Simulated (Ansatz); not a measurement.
# Pressure against volume in TlWCl6

The cell was found from a structure generator's guess, not taken from experiment.

Level of theory: Ansatz 0.2.0, DFT PBE, scalar-relativistic, plane waves, PAW. Cutoff 420 eV, Γ-centred 6×6×6 mesh (8-atom cell), Gaussian smearing of 0.10 eV, collinear spin.

```xyz
8
Lattice="3.4174 1.9730 6.2838 -3.4174 1.9730 6.2838 0.0000 -3.9460 6.2838" Properties=species:S:1:pos:R:3 pbc="T T T"
Tl    0.0000    0.0000    0.0000
W     0.0000    0.0000    9.4258
Cl   -1.2347    1.4674   10.7742
Cl    1.2347   -1.4674    8.0773
Cl    1.8881    0.3356   10.7742
Cl   -1.8881   -0.3356    8.0773
Cl   -0.6534   -1.8030   10.7742
Cl    0.6534    1.8030    8.0773
```

The cell was set to several volumes, with shape and atoms relaxed at each where symmetry leaves them free. Pressure is positive in compression, and energies count from the lowest row. No row has a gap on its mesh.

| row | V (Å³/atom) | P (GPa) | ΔE (meV/atom) | largest moment (μB) |
| --- | --- | --- | --- | --- |
| 1 | 27.964 | 1.47 | 13.7 | 0.58 |
| 2 | 28.917 | 0.96 | 6.8 | 0.58 |
| 3 | 29.870 | ? | ? | ? |
| 4 | 30.823 | 0.22 | 0.5 | 0.58 |
| 5 | 31.777 | -0.01 | 0.0 | 0.58 |
| 6 | 32.730 | -0.21 | 0.7 | 0.58 |
| 7 | 33.683 | -0.29 | 2.0 | 0.57 |
| 8 | 34.954 | -0.38 | 4.8 | 0.57 |

Question: Find B = −V·ΔP/ΔV from rows 4 and 6 and from rows 1 and 2, and from the two its slope B′ and its value B0 at zero pressure.

Answer: Rows 4 and 6 give −(30.823 + 32.730)/2 × (-0.21 − (0.22))/(32.730 − 30.823) = 7.2 GPa at a mean pressure of 0.01 GPa. Rows 1 and 2 give −(27.964 + 28.917)/2 × (0.96 − (1.47))/(28.917 − 27.964) = 15.2 GPa at a mean pressure of 1.21 GPa. So B′ = (15.2 − 7.2)/(1.21 − (0.01)) = 6.67 and B0 = 7.2 − 6.67 × (0.01) = 7.1 GPa. A third-order Birch–Murnaghan fit to all the energies gives B0 = 6.5 GPa and B′ = 9.8.

Question: Estimate the pressure and energy of row 3.

Answer: From row 5, V0 = 31.777 × (1 + (-0.01)/7.1) = 31.732 Å³/atom. Murnaghan's form P = (B0/B′)·[(V0/V)^B′ − 1] gives (7.1/6.67) × [(31.732/29.870)^6.67 − 1] = 0.53 GPa; the computed pressure is 0.52 GPa, so the estimate is off by +0.01 GPa. The work of compression from row 4, with the mean of the two pressures, gives ΔE = 0.5 + (0.53 + 0.22)/2 × (30.823 − 29.870)/160.2 × 1000 = 2.7 meV/atom (1 eV/Å³ = 160.2 GPa); the computed value is 2.6 meV/atom. Its largest moment is 0.58 μB.

Spin–orbit coupling, which can matter for Tl and W, is left out. Another magnetic order may lie lower. All volumes keep the k mesh of the relaxed cell. Symmetry constrained the relaxation, so the result can be a saddle point.
